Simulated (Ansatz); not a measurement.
Relaxed-ion elastic tensor of CsSnBr3 (cubic perovskite, space group No. 221) in GPa (Voigt order), plane-wave PAW PBEsol (Ansatz code); density 4.29 g/cm³, 38.08 Å³ per atom.

```json
[
 {"": "1", "1": "53.4", "2": "7.2", "3": "7.2", "4": "0.0", "5": "0.0", "6": "0.0"},
 {"": "2", "1": "7.2", "2": "53.4", "3": "7.2", "4": "0.0", "5": "0.0", "6": "0.0"},
 {"": "3", "1": "7.2", "2": "7.2", "3": "53.4", "4": "0.0", "5": "0.0", "6": "0.0"},
 {"": "4", "1": "0.0", "2": "0.0", "3": "0.0", "4": "4.9", "5": "0.0", "6": "0.0"},
 {"": "5", "1": "0.0", "2": "0.0", "3": "0.0", "4": "0.0", "5": "4.9", "6": "0.0"},
 {"": "6", "1": "0.0", "2": "0.0", "3": "0.0", "4": "0.0", "5": "0.0", "6": "4.9"}
]
```

### Question
Is the crystal mechanically stable?

### Answer
Yes: the smallest eigenvalue of C is 4.9 GPa.

### Question
Work out the Voigt, Reuss and Hill averages.

### Answer
K_V = 22.6, K_R = 22.6, K_H = 22.6; G_V = 12.2, G_R = 7.2, G_H = 9.7 GPa.

### Question
Give Young's modulus, Poisson's ratio, Pugh's ratio and the universal anisotropy index.

### Answer
E = 9KG/(3K + G) = 25.4 GPa; ν = 0.31; K/G = 2.34 (ductile by the Pugh limit of 1.75); A_U = 5G_V/G_R + K_V/K_R − 6 = 3.50.

### Question
Estimate the sound speeds and the Debye temperature.

### Answer
v_l = √((K + 4G/3)/ρ) = 2880 m/s, v_t = √(G/ρ) = 1500 m/s, mean 1680 m/s; Θ = (h/k)(3n/4πV)^(1/3) v_m = 149 K.

### Question
Give the Zener ratio and Young's modulus along [100], [110] and [111].

### Answer
A = 2C44/(C11 − C12) = 0.21; 1/E = S11 − 2(S11 − S12 − S44/2)Γ with Γ = 0, 1/4, 1/3 gives 51.7, 16.8, 13.7 GPa.

Space group Pm-3m (cubic perovskite). Symmetry was held in the PBEsol relaxation. As this level gives no gap, shear constants depend on the k-mesh and smearing (Fermi–Dirac, 0.1 eV here). Spin–orbit coupling is left out wherever it is not named.

Potentials: the later of the program's two PAW sets.
